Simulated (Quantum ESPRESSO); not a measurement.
# Kohn-Sham bands of WSe2 (P-6m2, isolated units)

```
WSe2
1.0
    3.31794     0.00000     0.00000
   -1.65897     2.87342     0.00000
    0.00000     0.00000    16.65814
W Se
1 2
Direct
  0.00000   0.00000   0.00000
  0.33333   0.66667   0.09979
  0.33333   0.66667   0.90021
```

Cell from Materials Project (mp-1023936), symmetrised, no further relaxation. Method: PBEsol plane waves in Quantum ESPRESSO 7.5 (PseudoDojo norm-conserving files, 69 Ry, no spin polarisation, no spin-orbit coupling), Bloch states on a 6×6×4 mesh through Γ, Wannier90 4.0.1. Density: 12×12×1 mesh, cold smearing 0.01 Ry. The cell is built of weakly bound layers, chains or molecules, whose nearest atoms lie 13.33 Å apart, far more than in van der Waals crystals (3.2 to 4.2 Å): it describes nearly isolated units, such as a monolayer, not the bulk crystal. Spin-orbit coupling is left out although heavy elements are present.

### Question
List the Kohn-Sham levels between −8 and 4.5 eV relative to the valence-band maximum at the high-symmetry points, as a band run of pw.x on that density gives them (levels within 2 meV counted together).

### Answer
```
point  k (reciprocal lattice)                                                                    levels (eV)
-----  ----------------------  -----------------------------------------------------------------------------
Γ           0.000 0.000 0.000        -6.14, -2.40 (×2), -2.08, -1.27 (×2), -0.26, 2.93 (×2), 3.13 (×2), 4.29
M           0.500 0.000 0.000  -6.31, -5.05, -4.15, -3.01, -2.06, -0.97, -0.96, 2.35, 2.74, 3.71, 4.34, 4.43
K           0.333 0.333 0.000               -5.35, -5.24, -4.35, -3.72, -3.25, -2.26, 0.00, 1.52, 2.88, 3.51
A           0.000 0.000 0.500        -6.14, -2.40 (×2), -2.08, -1.27 (×2), -0.26, 2.93 (×2), 3.13 (×2), 4.34
L           0.500 0.000 0.500  -6.31, -5.05, -4.15, -3.01, -2.06, -0.97, -0.96, 2.35, 2.74, 3.71, 4.34, 4.43
H           0.333 0.333 0.500               -5.35, -5.24, -4.35, -3.72, -3.25, -2.26, 0.00, 1.52, 2.88, 3.51
```
